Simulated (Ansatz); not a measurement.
**Cs3Y2I9 and a variant**

Base: a structure deposited in the COD whose atoms were relaxed with PBE, the cell held.

```cif
data_Cs3Y2I9
_symmetry_space_group_name_H-M 'P6_3/mmc'
_symmetry_Int_Tables_number 194
_cell_length_a 8.4060
_cell_length_b 8.4060
_cell_length_c 21.2800
_cell_angle_alpha 90.000
_cell_angle_beta 90.000
_cell_angle_gamma 120.000
loop_
_atom_site_label
_atom_site_type_symbol
_atom_site_symmetry_multiplicity
_atom_site_Wyckoff_symbol
_atom_site_fract_x
_atom_site_fract_y
_atom_site_fract_z
Cs1 Cs 2 b 0.0000 0.0000 0.2500
Cs3 Cs 4 f 0.3333 0.6667 0.0683
Y Y 4 f 0.6667 0.3333 0.1555
I11 I 6 h 0.5017 0.0035 0.2500
I17 I 12 k 0.8379 0.6759 0.0840
```

One atom of each set is listed.

The numbers come from a DFT calculation in Ansatz (PBE, plane waves and PAW, scalar-relativistic, 420 eV cutoff, Γ-centred 4×4×2 k-points, Fermi–Dirac smearing 0.02 eV).

(1) Variant: all 12 I of one site replaced by Br, ions relaxed, the cell held. What happens to the gradients (10²¹ V/m²)?

## Answers

(1) 

```
site  atoms alike  V_zz base  η base  V_zz variant  η variant
 Cs1            2      -1.12    0.00          0.52       0.00
 Cs3            4       1.76    0.00          0.70       0.00
   Y            4       0.78    0.00          1.13       0.00
 I11            6     -14.73    0.67        -14.25       0.41
 I17           12       7.91    0.06       Br 5.35       0.13
```

The largest change of V_zz among the elements kept is on Cs1, from -1.12 to 0.52. In per cent, |V_zz| changes by -60 on Cs, +44 on Y, -3 on I (all sites that start above 0.5, bar those whose gradient vanishes or changes sign or whose main axis turns by over 40°). Where |V_zz| stays above 0.1, η moves most on I11, from 0.67 to 0.41. V_zz changes sign on Cs1 (same axis).

The Br atoms stand 4.03 Å apart, so this is an ordered compound, not a dilute alloy. The relaxation keeps the symmetry of the start, which can hold atoms on axes and η at zero.

Without spin–orbit coupling the gradients at and beside I can be off by some per cent, at some sites by more.
